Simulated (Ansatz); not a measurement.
Computed with DFT PBE, scalar-relativistic, plane waves, PAW in Ansatz 0.2.0. Settings: cutoff 420 eV, Γ-centred meshes spaced at most about 0.3 Å⁻¹, and about 0.25 Å⁻¹ or finer for metals (2π included), Gaussian smearing. No spin polarisation in the final relaxations.

All energies are static (0 K, no zero-point motion).

Two relaxed structures of Lu₄ZrO:

A. Space group I4/mmm (No. 139), tetragonal, a = 6.673 Å, c = 6.988 Å. Lu has 2 O at 2.94 Å, 2 Zr at 2.94 Å and 6 Lu at 3.34–3.49 Å; Zr has 8 Lu at 2.94 Å and 2 O at 3.49 Å; O has 8 Lu at 2.94 Å and 2 Zr at 3.49 Å.

B. Space group Cmmm (No. 65), orthorhombic, a = 6.317 Å, b = 7.939 Å, c = 5.651 Å. Lu on a site of symmetry m2m has 1 Zr at 2.64 Å, 1 Lu at 2.65 Å, 2 O at 3.12 Å, 6 Lu at 3.30–3.42 Å and 2 Zr at 3.43 Å; Lu on a site of symmetry 2/m has 2 O at 2.54 Å, 6 Lu at 3.16–3.30 Å, 4 Zr at 3.80 Å and 2 Lu at 3.97 Å; Zr has 2 Lu at 2.64 Å, 4 Lu at 3.43 Å and 8 Lu at 3.80 Å; O has 4 Lu at 2.54 Å and 4 Lu at 3.12 Å.

Problem. Which form is favoured at zero pressure, and by what margin per atom?

Solution. B is lower, by 0.33 eV/atom. A has space group I4/mmm (No. 139), 25.9 Å³/atom and no gap on its mesh; B has space group Cmmm (No. 65), 23.6 Å³/atom and no gap. Counting Lu or Zr atoms around O (for each partner element, those within 1.25 times its shortest distance or 1.15 times the sum of covalent radii, where it is the nearest in units of that sum or under 1.3; a plus sign parts groups by distance over the sum of covalent radii), A has O 8 and B has O 4+4. The denser one is the lower, and pressure would at first widen the difference. Both come from invented guesses.

A magnetic state wasn't ruled out in cells without spin, among them Cmmm. Cells relaxed within their symmetry can be saddle points.
